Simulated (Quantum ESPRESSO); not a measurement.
## Os3Pd4Hf (input and log of a self-consistent run)

A calculation, not a measurement. The program is pw.x of Quantum ESPRESSO 7.5 (plane-wave density functional theory). The cell is made up: eight metal atoms on a hexagonal close-packed lattice, with elements, volume, strain and displacements drawn at random and not relaxed, so it may be unstable or far from any real phase. PseudoDojo standard norm-conserving files set the functional (PBE unless stated); there is no spin polarisation or spin-orbit coupling, the Fermi-Dirac width of 0.25 eV means electrons at about 2900 K, and the masses in the input are unused placeholders. Heavy elements are run without spin-orbit coupling, which real alloys of them have. A spin test at this wide smearing found no moment, but such smearing suppresses magnetism that the real alloy may have.

Input:

```
&control calculation='scf', pseudo_dir='./dojo.nc.sr.pbe.v0_5.standard.upf', outdir='./o', disk_io='minimal', tprnfor=.true., tstress=.true. /
&system ibrav=0, nat=8, ntyp=3, nbnd=84, ecutwfc=82.02448710, nosym=.true., tot_charge=0,
 occupations='smearing', smearing='fd', degauss=0.0183746611
/
&electrons conv_thr=1.470e-08, electron_maxstep=70, mixing_beta=0.5 /
ATOMIC_SPECIES
Hf 1.0 Hf.upf
Os 1.0 Os.upf
Pd 1.0 Pd.upf
CELL_PARAMETERS angstrom
2.7941 0.0092 0.0269
0.0159 4.8451 -0.0043
0.0886 -0.0082 9.2182
ATOMIC_POSITIONS angstrom
Os -0.0054 0.0227 -0.0171
Pd 0.0209 0.046 4.596
Pd 0.0386 1.6054 2.3786
Os 0.0537 1.6117 6.9457
Pd 1.3908 2.4259 0.0209
Os 1.4527 2.4117 4.5918
Pd 1.4384 4.0711 2.3495
Hf 1.4812 4.0315 6.8776
K_POINTS automatic
8 5 3 1 1 1
```

The log is shortened where brackets say so; the opening notice, blank lines, dates and the lines on written files are dropped, and the path of the files is cut. It prints rydbergs, bohrs and kilobars, and counts compression as positive stress. Its total energy is the free energy E - TS of the whole cell.

```
     Program PWSCF v.7.5
     Parallel version (MPI & OpenMP), running on       4 processor cores
     Number of MPI processes:                 4
     Threads/MPI process:                     1
     [start-up lines left out]
     bravais-lattice index     =            0
     lattice parameter (alat)  =       5.2804  a.u.
     unit-cell volume          =     842.0583 (a.u.)^3
     number of atoms/cell      =            8
     number of atomic types    =            3
     number of electrons       =       132.00
     number of Kohn-Sham states=           84
     kinetic-energy cutoff     =      82.0245  Ry
     charge density cutoff     =     328.0979  Ry
     scf convergence threshold =      1.5E-08
     mixing beta               =       0.5000
     number of iterations used =            8  plain     mixing
     Exchange-correlation= PBE
                           (   1   4   3   4   0   0   0)
     [axes and pseudopotential details left out]
   Cartesian axes
     site n.     atom                  positions (alat units)
         1        Os     tau(   1) = (  -0.0019325   0.0081238  -0.0061197  )
         2        Pd     tau(   2) = (   0.0074797   0.0164624   1.6448095  )
         3        Pd     tau(   3) = (   0.0138141   0.5745381   0.8512497  )
         4        Os     tau(   4) = (   0.0192181   0.5767927   2.4857165  )
         5        Pd     tau(   5) = (   0.4977374   0.8681774   0.0074797  )
         6        Os     tau(   6) = (   0.5198901   0.8630955   1.6433064  )
         7        Pd     tau(   7) = (   0.5147724   1.4569590   0.8408355  )
         8        Hf     tau(   8) = (   0.5300896   1.4427871   2.4613450  )
     number of k points=    60  Fermi-Dirac smearing, width (Ry)=  0.0184
                       cart. coord. in units 2pi/alat
        k(    1) = (   0.0618327   0.0575130   0.0499773), wk =   0.0333333
        k(    2) = (   0.0637790   0.0573272  -0.1521233), wk =   0.0333333
     [further k points left out]
     Dense  grid:    84549 G-vectors     FFT dimensions: (  32,  54, 108)
     Estimated max dynamical RAM per process >     368.16 MB
     Estimated total dynamical RAM >       1.38 GB
     Initial potential from superposition of free atoms
     starting charge     131.9968, renormalised to     132.0000
     Starting wfcs are   76 randomized atomic wfcs +    8 random wfcs
     total cpu time spent up to now is        6.1 secs
     per-process dynamical memory:   292.9 Mb
     Self-consistent Calculation
     iteration #  1     ecut=    82.02 Ry     beta= 0.50
     Davidson diagonalization with overlap
     ethr =  1.00E-02,  avg # of iterations =  3.5
     total cpu time spent up to now is       24.5 secs
     total energy              =   -1778.19249852 Ry
     estimated scf accuracy    <      38.17781863 Ry
     iteration #  2     ecut=    82.02 Ry     beta= 0.50
     Davidson diagonalization with overlap
     ethr =  1.00E-02,  avg # of iterations =  5.7
     total cpu time spent up to now is       52.5 secs
     total energy              =   -1765.08077141 Ry
     estimated scf accuracy    <     603.19395527 Ry
     iteration #  3     ecut=    82.02 Ry     beta= 0.50
     Davidson diagonalization with overlap
     ethr =  1.00E-02,  avg # of iterations =  6.0
     total cpu time spent up to now is       79.7 secs
     total energy              =   -1803.46237627 Ry
     estimated scf accuracy    <      20.94182556 Ry
     iteration #  4     ecut=    82.02 Ry     beta= 0.50
     Davidson diagonalization with overlap
     ethr =  1.00E-02,  avg # of iterations =  1.9
     total cpu time spent up to now is       94.4 secs
     total energy              =   -1803.92891203 Ry
     estimated scf accuracy    <       9.74905286 Ry
     iteration #  5     ecut=    82.02 Ry     beta= 0.50
     Davidson diagonalization with overlap
     ethr =  7.39E-03,  avg # of iterations =  1.1
     total cpu time spent up to now is      108.2 secs
     total energy              =   -1803.73116874 Ry
     estimated scf accuracy    <      11.16789392 Ry
     [iterations 6 to 17 left out]
     iteration # 18     ecut=    82.02 Ry     beta= 0.50
     Davidson diagonalization with overlap
     ethr =  3.15E-09,  avg # of iterations =  1.0
     total cpu time spent up to now is      308.5 secs
     total energy              =   -1803.91364559 Ry
     estimated scf accuracy    <       0.00000049 Ry
     iteration # 19     ecut=    82.02 Ry     beta= 0.50
     Davidson diagonalization with overlap
     ethr =  3.69E-10,  avg # of iterations =  2.0
     total cpu time spent up to now is      324.8 secs
     total energy              =   -1803.91364550 Ry
     estimated scf accuracy    <       0.00000336 Ry
     iteration # 20     ecut=    82.02 Ry     beta= 0.50
     Davidson diagonalization with overlap
     ethr =  3.69E-10,  avg # of iterations =  1.8
     total cpu time spent up to now is      342.5 secs
     total energy              =   -1803.91364567 Ry
     estimated scf accuracy    <       0.00000004 Ry
     iteration # 21     ecut=    82.02 Ry     beta= 0.50
     Davidson diagonalization with overlap
     ethr =  2.96E-11,  avg # of iterations =  2.0
     total cpu time spent up to now is      361.1 secs
     total energy              =   -1803.91364567 Ry
     estimated scf accuracy    <       0.00000003 Ry
     iteration # 22     ecut=    82.02 Ry     beta= 0.50
     Davidson diagonalization with overlap
     ethr =  2.40E-11,  avg # of iterations =  1.0
     total cpu time spent up to now is      378.0 secs
     End of self-consistent calculation
     [lines on levels left out]
!    total energy              =   -1803.91364568 Ry
     estimated scf accuracy    <          3.5E-09 Ry
     smearing contrib. (-TS)   =      -0.11829331 Ry
     internal energy E=F+TS    =   -1803.79535237 Ry
     The total energy is F=E-TS. E is the sum of the following terms:
     one-electron contribution =    -478.25836808 Ry
     hartree contribution      =     324.15824163 Ry
     xc contribution           =    -321.63432147 Ry
     ewald contribution        =   -1328.06090444 Ry
     convergence has been achieved in  22 iterations
     Forces acting on atoms (cartesian axes, Ry/au):
     atom    1 type  2   force =    -0.00107267    0.01121228    0.00107315
     atom    2 type  3   force =     0.00625622   -0.01116576    0.01910471
     atom    3 type  3   force =     0.00066846    0.01762795   -0.01966582
     atom    4 type  2   force =     0.00566923    0.00473092   -0.02740073
     atom    5 type  3   force =    -0.00114316   -0.00297068   -0.01388159
     atom    6 type  2   force =    -0.00595166   -0.00424020    0.05438594
     atom    7 type  3   force =    -0.00035421   -0.01423930   -0.02802433
     atom    8 type  1   force =    -0.00407222   -0.00095521    0.01440867
     Total force =     0.081163     Total SCF correction =     0.000210
     Computing stress (Cartesian axis) and pressure
          total   stress  (Ry/bohr**3)                   (kbar)     P=      -15.61
   0.00009271  -0.00003899  -0.00008083           13.64       -5.74      -11.89
  -0.00003899   0.00006859   0.00017020           -5.74       10.09       25.04
  -0.00008083   0.00017020  -0.00047965          -11.89       25.04      -70.56
     init_run     :      5.60s CPU      5.83s WALL (       1 calls)
     electrons    :    364.34s CPU    371.92s WALL (       1 calls)
     forces       :      2.45s CPU      2.48s WALL (       1 calls)
     stress       :      8.12s CPU      8.43s WALL (       1 calls)
     [timing details left out]
     PWSCF        :   6m20.82s CPU   6m28.98s WALL
     JOB DONE.
```

In other units: free energy -24543.495 eV for the cell, pressure -1.56 GPa, largest force component 1.398 eV/Å in size. The run took 391 s of wall time with four MPI processes on a shared machine (Intel Xeon, 2023 or later, virtual cores), so the time is rough. A rerun of this cell at a higher cutoff and on a denser mesh moved values by no more than 0.005 eV in energy, 0.11 GPa in stress and 0.010 eV/Å in force, and a second program with other atomic files agreed on that cell to 2 % rms in force and 0.5 GPa in pressure.